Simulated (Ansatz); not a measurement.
How much do the gradients of LaAl3As2H6O14 depend on the method?

Cell: a structure deposited in the COD, ions relaxed with PBE at fixed cell.

```cif
data_LaAl3As2H6O14
_symmetry_space_group_name_H-M 'R-3m:H'
_symmetry_Int_Tables_number 166
_cell_length_a 7.0316
_cell_length_b 7.0316
_cell_length_c 16.5151
_cell_angle_alpha 90.000
_cell_angle_beta 90.000
_cell_angle_gamma 120.000
loop_
_atom_site_label
_atom_site_type_symbol
_atom_site_symmetry_multiplicity
_atom_site_Wyckoff_symbol
_atom_site_fract_x
_atom_site_fract_y
_atom_site_fract_z
La La 3 a 0.0000 0.0000 0.0000
Al Al 9 d 0.8333 0.6667 0.1667
H H 18 h 0.8684 0.1316 0.4511
As As 6 c 0.0000 0.0000 0.3165
O13 O 6 c 0.0000 0.0000 0.5818
O15 O 18 h 0.8693 0.1307 0.2795
O21 O 18 h 0.7904 0.2096 0.4705
```

One atom of each set is listed; the run and its k-mesh use a cell of 26 atoms with edges of 6.84, 6.84, 6.84 Å.

First run. Level of theory: DFT, PBE, plane waves and PAW, scalar-relativistic, 420 eV cutoff, Γ-centred 4×4×4 k-points, Fermi–Dirac smearing 0.02 eV (Ansatz 0.2.0).

| site | V_zz (10²¹ V/m²) | η |
| --- | --- | --- |
| La | 0.17 | 0.00 |
| Al | 0.95 | 0.10 |
| H | 2.77 | 0.06 |
| As | -4.14 | 0.00 |
| O13 | 13.01 | 0.00 |
| O15 | 12.73 | 0.47 |
| O21 | 8.92 | 0.69 |

Second run. The same atoms and settings, except that the functional is r2SCAN and the cutoff is 500 eV.

Question: What does the second run give?

Answer: 

```json
{"site": "La", "V_zz": "0.30", "η": "0.00", "change of V_zz": "+0.13"}
{"site": "Al", "V_zz": "0.93", "η": "0.13", "change of V_zz": "-0.02"}
{"site": "H", "V_zz": "2.68", "η": "0.07", "change of V_zz": "-0.09"}
{"site": "As", "V_zz": "-4.57", "η": "0.00", "change of V_zz": "-0.43"}
{"site": "O13", "V_zz": "13.26", "η": "0.00", "change of V_zz": "+0.25"}
{"site": "O15", "V_zz": "12.89", "η": "0.45", "change of V_zz": "+0.16"}
{"site": "O21", "V_zz": "9.38", "η": "0.64", "change of V_zz": "+0.46"}
```

The largest change of V_zz is on O21, from 8.92 to 9.38. In per cent, |V_zz| changes by -2 on Al, -3 on H, +11 on As, +1 to +5 on O (all sites that start above 0.5).

Without spin–orbit coupling (the program notes it for La) the gradients are little affected as a rule: paired runs on crystals with a gap mostly move them by under 2 % at such atoms. The entry's hydrogen positions were far off; the other atoms hardly move on relaxation.
For the first run: At this cell the PBE pressure is 5 GPa, so with PBE the cell would grow if it were relaxed.
For the second run: The largest force is 0.7 eV/Å, so the atoms aren't at the calculated equilibrium and relaxing them would move these values. With these PAW files V_zz is typically within 2 to 3 % of all-electron values, but misses above 10 % occur on Al.
